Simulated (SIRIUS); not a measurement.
Band structure of WC (P-6m2, 2 atoms in the cell; from Materials Project mp-1894).

```
CELL_PARAMETERS angstrom
      2.91659     0.00000     0.00000
     -1.45829     2.52584     0.00000
      0.00000     0.00000     2.83944
ATOMIC_POSITIONS crystal
  W  0.00000 0.00000 0.00000
  C  0.66667 0.33333 0.50000
```

Method: PBE, GBRV PBE ultrasoft pseudopotentials (plane waves; SIRIUS 7.12.0).

Settings: parameters.ngridk = 14 14 12; parameters.xc_functionals = [XC_GGA_X_PBE, XC_GGA_C_PBE]; parameters.gk_cutoff = 6.325 1/bohr; parameters.pw_cutoff = 14.143 1/bohr; parameters.smearing = gaussian; parameters.smearing_width = 0.00367493 Ha; potentials = GBRV PBE ultrasoft pseudopotentials; parameters.electronic_structure_method = pseudopotential; parameters.num_bands = 15; parameters.num_mag_dims = 0; parameters.num_dft_iter = 100; parameters.energy_tol = 1e-07 Ha; parameters.density_tol = 1e-06; mixer.type = anderson.

Spin-orbit coupling is left out, which matters for bands and gaps with elements this heavy. The structure comes from a collection of computed structures, made at another level of theory; the collection holds predicted forms beside known ones.

Points are given in units of this cell's reciprocal vectors. Levels in eV from the Fermi level, bands 6 to 13:
```json
[
 {"point": "Γ (0 0 0)", "6": "-4.24", "7": "-3.30", "8": "-3.30", "9": "0.13", "10": "3.23", "11": "3.23", "12": "5.60", "13": "5.60"},
 {"point": "M (0.5 0 0)", "6": "-6.98", "7": "-3.54", "8": "-3.51", "9": "-0.46", "10": "2.35", "11": "4.49", "12": "4.82", "13": "6.84"},
 {"point": "K (0.333 0.333 0)", "6": "-6.52", "7": "-4.51", "8": "-3.38", "9": "0.66", "10": "0.99", "11": "2.03", "12": "3.23", "13": "9.12"},
 {"point": "A (0 0 0.5)", "6": "-8.58", "7": "-2.00", "8": "-2.00", "9": "-0.55", "10": "-0.55", "11": "3.69", "12": "4.51", "13": "4.51"},
 {"point": "L (0.5 0 0.5)", "6": "-6.39", "7": "-4.28", "8": "-4.14", "9": "0.29", "10": "4.39", "11": "5.28", "12": "6.59", "13": "9.11"},
 {"point": "H (0.333 0.333 0.5)", "6": "-7.14", "7": "-5.36", "8": "-1.60", "9": "-0.62", "10": "4.38", "11": "6.32", "12": "7.53", "13": "9.09"}
]
```

2 bands cross the Fermi level along this path, so the cell has no gap at this level.
